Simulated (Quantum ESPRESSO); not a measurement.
**Band energies of BaZn**

```xyz
2
Lattice="4.0785 0.0000 0.0000 0.0000 4.0785 0.0000 0.0000 0.0000 4.0785" Properties=species:S:1:pos:R:3 pbc="T T T"
Zn     2.0393     2.0393     2.0393
Ba     0.0000     0.0000     0.0000
```

PBEsol (Quantum ESPRESSO, PseudoDojo norm-conserving, 84 Ry, without SOC); path ΓXMΓRX,MR; energies in eV from the Fermi level.

| k (1/Å) | point | band 11 | band 12 | band 13 | band 14 | band 15 | band 16 | band 17 | band 18 |
|---|---|---|---|---|---|---|---|---|---|
| 0.00 | Γ | -6.86 | -6.86 | -6.86 | -5.32 | 0.55 | 0.55 | 3.60 | 3.60 |
| 0.33 |  | -6.86 | -6.86 | -6.86 | -4.76 | 0.20 | 0.74 | 2.58 | 2.58 |
| 0.66 |  | -6.86 | -6.85 | -6.84 | -3.50 | -1.59 | 1.10 | 1.75 | 1.75 |
| 0.77 | X | -6.86 | -6.85 | -6.83 | -3.27 | -1.87 | 1.14 | 1.69 | 1.69 |
| 0.99 |  | -6.86 | -6.86 | -6.83 | -3.34 | -1.54 | 1.36 | 1.37 | 1.86 |
| 1.32 |  | -6.88 | -6.88 | -6.81 | -3.63 | -0.20 | 0.83 | 1.69 | 2.71 |
| 1.54 | M | -6.89 | -6.89 | -6.80 | -3.72 | 0.75 | 0.75 | 0.98 | 3.26 |
| 1.65 |  | -6.89 | -6.89 | -6.80 | -3.69 | 0.34 | 0.76 | 1.36 | 3.10 |
| 1.98 |  | -6.88 | -6.86 | -6.84 | -3.79 | -0.43 | 0.80 | 1.96 | 2.46 |
| 2.30 |  | -6.87 | -6.86 | -6.85 | -4.77 | 0.53 | 0.68 | 1.96 | 2.78 |
| 2.63 | Γ | -6.86 | -6.86 | -6.86 | -5.32 | 0.55 | 0.55 | 3.60 | 3.60 |
| 2.94 |  | -6.86 | -6.86 | -6.86 | -4.83 | 0.68 | 0.68 | 1.89 | 3.09 |
| 3.25 |  | -6.87 | -6.86 | -6.86 | -3.87 | 0.49 | 0.49 | 1.07 | 2.59 |
| 3.55 |  | -6.87 | -6.82 | -6.82 | -3.16 | -0.52 | -0.52 | 1.27 | 3.49 |
| 3.86 |  | -6.86 | -6.80 | -6.80 | -2.18 | -1.15 | -1.15 | -0.81 | 5.25 |
| 3.96 | R | -6.86 | -6.80 | -6.80 | -1.89 | -1.20 | -1.20 | -1.20 | 5.51 |
| 4.16 |  | -6.86 | -6.81 | -6.80 | -2.55 | -1.05 | -1.00 | -0.18 | 4.55 |
| 4.46 |  | -6.86 | -6.85 | -6.81 | -3.27 | -0.50 | -0.32 | 2.20 | 2.83 |
| 4.76 |  | -6.87 | -6.86 | -6.83 | -3.36 | -1.30 | 0.85 | 1.59 | 2.31 |
| 5.05 | X | -6.86 | -6.85 | -6.83 | -3.27 | -1.87 | 1.14 | 1.69 | 1.69 |
| 5.05 | M | -6.89 | -6.89 | -6.80 | -3.72 | 0.75 | 0.75 | 0.98 | 3.26 |
| 5.25 |  | -6.89 | -6.88 | -6.80 | -3.59 | 0.30 | 0.30 | 1.38 | 2.88 |
| 5.53 |  | -6.87 | -6.82 | -6.80 | -2.91 | -0.76 | -0.76 | 0.44 | 3.29 |
| 5.82 | R | -6.86 | -6.80 | -6.80 | -1.89 | -1.20 | -1.20 | -1.20 | 5.51 |

A metal at this level: along this path bands 15, 16, 17 cross the Fermi level.

Geometry of the Materials Project entry, not relaxed at this level.

The structure is a Materials Project entry; no match was found in the copy of COD used, and its stability was not checked.
